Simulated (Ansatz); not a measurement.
Input:

TiO2:
```yaml
crystal:
  lattice:
    - [-1.86968, 1.86968, 4.72741]
    - [1.86968, -1.86968, 4.72741]
    - [1.86968, 1.86968, -4.72741]
  atoms:
    - { symbol: Ti, position: [0.75000, 0.25000, 0.50000] }
    - { symbol: Ti, position: [0.00000, 0.00000, 0.00000] }
    - { symbol: O, position: [0.95799, 0.45799, 0.50000] }
    - { symbol: O, position: [0.79201, 0.79201, 0.00000] }
    - { symbol: O, position: [0.54201, 0.04201, 0.50000] }
    - { symbol: O, position: [0.20799, 0.20799, 0.00000] }
```

This is the LDA-relaxed structure.

### Question
All from LDA in the plane-wave PAW code Ansatz, unless another level is named. Predict the highest zone-centre frequency (without LO–TO term).

### Answer
637 cm⁻¹.

### Question
Predict the Poisson's ratio.

### Answer
0.37.

Space group I4_1/amd (anatase). The LDA relaxation kept the symmetry of its start; of distortions, only those at the zone centre were tested. No spin polarisation was allowed.

Potentials: the later of the program's two PAW sets.
